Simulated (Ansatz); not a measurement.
AlP:
```cif
data_Al4P4
_chemical_formula_sum 'Al4 P4'
_space_group_name_H-M_alt 'F-43m'
_space_group_IT_number 216
_space_group_name_Hall 'F -4 2 3'
_cell_length_a 5.43381
_cell_length_b 5.43381
_cell_length_c 5.43381
_cell_angle_alpha 90.000
_cell_angle_beta 90.000
_cell_angle_gamma 90.000
loop_
_atom_site_label
_atom_site_type_symbol
_atom_site_symmetry_multiplicity
_atom_site_Wyckoff_symbol
_atom_site_fract_x
_atom_site_fract_y
_atom_site_fract_z
_atom_site_occupancy
Al1 Al 4 a 0.00000 0.00000 0.00000 1
P1 P 4 d 0.75000 0.75000 0.75000 1
```
(The calculation used a cell of 2 atoms; values per cell refer to that cell.)

Relaxed with LDA.

Give the optical modes at the zone centre with their infrared and Raman activity from DFPT, plane-wave PAW LDA (Ansatz code).

Transverse frequencies, without the LO–TO term; a row sums one degenerate level.

```
ω (cm⁻¹)  degeneracy  IR ((D/Å)²/amu)  Raman (Å⁴/amu)  activity  symmetry
--------  ----------  ---------------  --------------  --------  --------
440                3            23.60              84  IR+Raman        T2
```

How high does the top mode go among those that the LO–TO term moves?

494 cm⁻¹ for q along x.

The LDA relaxation kept the symmetry of its start; phonons on a q-mesh show no instability.

Potentials: the earlier of the program's two PAW sets.
